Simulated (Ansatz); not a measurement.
Starting cell, AlN (wurtzite):

```
CELL_PARAMETERS angstrom
      6.26060     0.00000     0.00000
     -1.56515     2.71092     0.00000
      0.00000     0.00000     5.01801
ATOMIC_POSITIONS crystal
  Al 0.33333 0.33333 0.00337
  Al 0.83333 0.33333 0.00337
  Al 0.16667 0.66667 0.50337
  Al 0.66667 0.66667 0.50337
  N  0.33333 0.33333 0.62183
  N  0.83333 0.33333 0.62183
  N  0.16667 0.66667 0.12183
  N  0.66667 0.66667 0.12183
```

A phonon eigenvector at M = (0.5, 0.0, 0.0) is frozen into this cell: atom i moves by Q times the vector below, so Q is the largest atomic displacement, in Å. The cell is held. (q is in reciprocal vectors of the primitive cell; the cell shown is doubled to hold the pattern.)

| atom | x | y | z |
|---|---|---|---|
| Al1 | -0.218 | -0.126 | -0.153 |
| Al2 | 0.218 | 0.126 | 0.153 |
| Al3 | 0.218 | 0.126 | -0.153 |
| Al4 | -0.218 | -0.126 | 0.153 |
| N5 | 0.859 | 0.496 | 0.124 |
| N6 | -0.859 | -0.496 | -0.124 |
| N7 | -0.859 | -0.496 | 0.124 |
| N8 | 0.859 | 0.496 | -0.124 |

The numbers are results of PBE (plane waves to 420 eV, PAW, scalar-relativistic; Ansatz, a first-principles code), not measurements. k mesh 6×12×7 (Γ-centred), Fermi-Dirac smearing 0.05 eV. Energies are smeared free energies. AlN was relaxed with its symmetry unable to fall. ΔE is measured from the undisplaced structure.

| Q (Å) | ΔE (meV/cell) |
|---|---|
| -0.180 | 2035 |
| -0.150 | 1397 |
| -0.120 | 885 |
| -0.090 | 494 |
| -0.060 | withheld |
| -0.030 | 54 |
| 0.000 | 0 |
| 0.030 | 54 |
| 0.060 | withheld |
| 0.090 | 494 |
| 0.120 | 885 |
| 0.150 | 1397 |
| 0.180 | 2035 |

Problem. Fit an even polynomial form (powers 2, 4) to the given rows and predict ΔE at Q = -0.060.

Solution. Least squares on the 11 given rows: ΔE = (60400)·Q² + (74590)·Q⁴, in meV/cell with Q in Å; root-mean-square residual 0.3 meV/cell. At -0.060 the fit gives 218 meV/cell; the calculation gives 218 meV/cell, the same to the digits shown. The quadratic term alone would give 217 meV/cell.

(For displaced atoms, the force is minus the slope of the energy, and its curvature is a force constant, which sets phonon frequencies.)
